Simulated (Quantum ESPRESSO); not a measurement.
# B2SiO2N2: input and log of a self-consistent run

Simulated, not a measurement. The program is pw.x of Quantum ESPRESSO 7.5 (plane-wave density functional theory). The cell is made up: 7 atoms on a wurtzite lattice with one site empty, with randomly drawn elements, strain and displacements, not relaxed. PseudoDojo standard norm-conserving files (v0.5 for PBE, v0.4.1 for LDA and PBEsol) set the functional; there is no spin polarisation, spin-orbit coupling or dispersion term, and the masses in the input are unused placeholders.

Input:

```
&control calculation='scf', pseudo_dir='./dojo.nc.sr.pbe.v0_5.standard.upf', outdir='./o', disk_io='medium', tprnfor=.true., tstress=.true. /
&system ibrav=0, nat=7, ntyp=4, nbnd=22, ecutwfc=105.61755193, nosym=.true., tot_charge=0,
 occupations='smearing', smearing='fd', degauss=0.0018374661
/
&electrons conv_thr=7.350e-09, electron_maxstep=60, /
ATOMIC_SPECIES
B 1.0 B.upf
N 1.0 N.upf
O 1.0 O.upf
Si 1.0 Si.upf
CELL_PARAMETERS angstrom
2.6635 0.022 0.0042
0.0381 4.6534 0.0209
0.0068 0.0197 4.4192
ATOMIC_POSITIONS angstrom
B 0.0142 0.1026 0.1421
B 1.4359 2.3884 0.0819
Si 0.0332 3.0482 2.148
O 0.0097 0.0105 1.693
N 1.3362 2.3267 1.8407
N 1.3355 0.7288 3.7068
O -0.0383 3.1728 3.8864
K_POINTS automatic
9 6 6 1 1 1
```

The log is shortened where brackets say so; the opening notice, blank lines, dates and the lines on written files are dropped, and the path of the files is cut. It prints rydbergs, bohrs and kilobars, and counts compression as positive stress. With no partly filled state, the Fermi energy that it prints is only some level between the filled and the empty states on the mesh, and need not lie in the true gap.

```
     Program PWSCF v.7.5
     Parallel version (MPI & OpenMP), running on       1 processor cores
     Number of MPI processes:                 1
     Threads/MPI process:                     1
     [start-up lines left out]
     bravais-lattice index     =            0
     lattice parameter (alat)  =       5.0335  a.u.
     unit-cell volume          =     369.5935 (a.u.)^3
     number of atoms/cell      =            7
     number of atomic types    =            4
     number of electrons       =        32.00
     number of Kohn-Sham states=           22
     kinetic-energy cutoff     =     105.6176  Ry
     charge density cutoff     =     422.4702  Ry
     scf convergence threshold =      7.3E-09
     mixing beta               =       0.7000
     number of iterations used =            8  plain     mixing
     Exchange-correlation= PBE
                           (   1   4   3   4   0   0   0)
     [axes and pseudopotential details left out]
   Cartesian axes
     site n.     atom                  positions (alat units)
         1        B      tau(   1) = (   0.0053311   0.0385194   0.0533490  )
         2        B      tau(   2) = (   0.5390836   0.8966831   0.0307479  )
         3        Si     tau(   3) = (   0.0124644   1.1443936   0.8064292  )
         4        O      tau(   4) = (   0.0036417   0.0039420   0.6356073  )
         5        N      tau(   5) = (   0.5016530   0.8735190   0.6910587  )
         6        N      tau(   6) = (   0.5013902   0.2736153   1.3916534  )
         7        O      tau(   7) = (  -0.0143791   1.1911725   1.4590811  )
     number of k points=   162  Fermi-Dirac smearing, width (Ry)=  0.0018
     Number of k-points >= 100: set verbosity='high' to print them.
     Dense  grid:    54203 G-vectors     FFT dimensions: (  36,  60,  60)
     Estimated max dynamical RAM per process >      62.34 MB
     Initial potential from superposition of free atoms
     starting charge      31.9989, renormalised to      32.0000
     Starting wfcs are   28 randomized atomic wfcs
     total cpu time spent up to now is       12.2 secs
     per-process dynamical memory:    52.9 Mb
     Self-consistent Calculation
     iteration #  1     ecut=   105.62 Ry     beta= 0.70
     Davidson diagonalization with overlap
     ethr =  1.00E-02,  avg # of iterations =  3.0
     total cpu time spent up to now is       40.0 secs
     total energy              =    -127.12736197 Ry
     estimated scf accuracy    <       1.57609621 Ry
     iteration #  2     ecut=   105.62 Ry     beta= 0.70
     Davidson diagonalization with overlap
     ethr =  4.93E-03,  avg # of iterations =  3.1
     total cpu time spent up to now is       68.0 secs
     total energy              =    -126.92684031 Ry
     estimated scf accuracy    <       3.83984918 Ry
     iteration #  3     ecut=   105.62 Ry     beta= 0.70
     Davidson diagonalization with overlap
     ethr =  4.93E-03,  avg # of iterations =  2.0
     total cpu time spent up to now is       94.8 secs
     total energy              =    -127.79231593 Ry
     estimated scf accuracy    <       0.25881942 Ry
     iteration #  4     ecut=   105.62 Ry     beta= 0.70
     Davidson diagonalization with overlap
     ethr =  8.09E-04,  avg # of iterations =  2.1
     total cpu time spent up to now is      119.5 secs
     total energy              =    -127.81922029 Ry
     estimated scf accuracy    <       0.03978417 Ry
     iteration #  5     ecut=   105.62 Ry     beta= 0.70
     Davidson diagonalization with overlap
     ethr =  1.24E-04,  avg # of iterations =  6.7
     total cpu time spent up to now is      149.3 secs
     total energy              =    -127.82274395 Ry
     estimated scf accuracy    <       0.00580410 Ry
     [iterations 6 to 8 left out]
     iteration #  9     ecut=   105.62 Ry     beta= 0.70
     Davidson diagonalization with overlap
     ethr =  2.55E-08,  avg # of iterations =  2.4
     total cpu time spent up to now is      282.1 secs
     total energy              =    -127.82396858 Ry
     estimated scf accuracy    <       0.00000142 Ry
     iteration # 10     ecut=   105.62 Ry     beta= 0.70
     Davidson diagonalization with overlap
     ethr =  4.43E-09,  avg # of iterations =  2.2
     total cpu time spent up to now is      306.9 secs
     total energy              =    -127.82396867 Ry
     estimated scf accuracy    <       0.00000048 Ry
     iteration # 11     ecut=   105.62 Ry     beta= 0.70
     Davidson diagonalization with overlap
     ethr =  1.51E-09,  avg # of iterations =  2.0
     total cpu time spent up to now is      327.9 secs
     total energy              =    -127.82396874 Ry
     estimated scf accuracy    <       0.00000003 Ry
     iteration # 12     ecut=   105.62 Ry     beta= 0.70
     Davidson diagonalization with overlap
     ethr =  1.05E-10,  avg # of iterations =  3.7
     total cpu time spent up to now is      354.2 secs
     total energy              =    -127.82396875 Ry
     estimated scf accuracy    <       0.00000002 Ry
     iteration # 13     ecut=   105.62 Ry     beta= 0.70
     Davidson diagonalization with overlap
     ethr =  6.04E-11,  avg # of iterations =  2.0
     total cpu time spent up to now is      378.2 secs
     End of self-consistent calculation
     Number of k-points >= 100: set verbosity='high' to print the bands.
     the Fermi energy is    11.0707 ev
!    total energy              =    -127.82396875 Ry
     estimated scf accuracy    <          1.7E-10 Ry
     smearing contrib. (-TS)   =      -0.00000000 Ry
     internal energy E=F+TS    =    -127.82396875 Ry
     The total energy is F=E-TS. E is the sum of the following terms:
     one-electron contribution =      -7.00947819 Ry
     hartree contribution      =      25.22836303 Ry
     xc contribution           =     -37.14975377 Ry
     ewald contribution        =    -108.89309981 Ry
     convergence has been achieved in  13 iterations
     Forces acting on atoms (cartesian axes, Ry/au):
     atom    1 type  1   force =    -0.01001507    0.13892819   -0.02892074
     atom    2 type  1   force =    -0.02857981   -0.18346959    0.00668699
     atom    3 type  4   force =    -0.10531139    0.26915019    0.05846554
     atom    4 type  3   force =    -0.00338511   -0.10021268   -0.16845278
     atom    5 type  2   force =     0.12175027   -0.13582979   -0.27355460
     atom    6 type  2   force =     0.01251397    0.05970803    0.29912322
     atom    7 type  3   force =     0.01302714   -0.04827434    0.10665238
     Total force =     0.628743     Total SCF correction =     0.000007
     Computing stress (Cartesian axis) and pressure
          total   stress  (Ry/bohr**3)                   (kbar)     P=       86.42
   0.00279895  -0.00073149  -0.00002926          411.74     -107.61       -4.30
  -0.00073149  -0.00020494   0.00051956         -107.61      -30.15       76.43
  -0.00002926   0.00051956  -0.00083161           -4.30       76.43     -122.33
     init_run     :     11.75s CPU     12.14s WALL (       1 calls)
     electrons    :    347.89s CPU    366.02s WALL (       1 calls)
     forces       :      4.46s CPU      4.51s WALL (       1 calls)
     stress       :     18.34s CPU     18.46s WALL (       1 calls)
     [timing details left out]
     PWSCF        :   6m22.62s CPU   6m41.76s WALL
     JOB DONE.
```

In other units: free energy -1739.134 eV for the cell, pressure 8.64 GPa, largest force component 7.691 eV/Å. This run is the check on a run of the same cell at 1143 eV and a 7 x 4 x 4 mesh: rerunning at 1437 eV and a 9 x 6 x 6 mesh moved values by no more than 0.002 eV in energy, 0.02 GPa in stress and 0.003 eV/Å in force.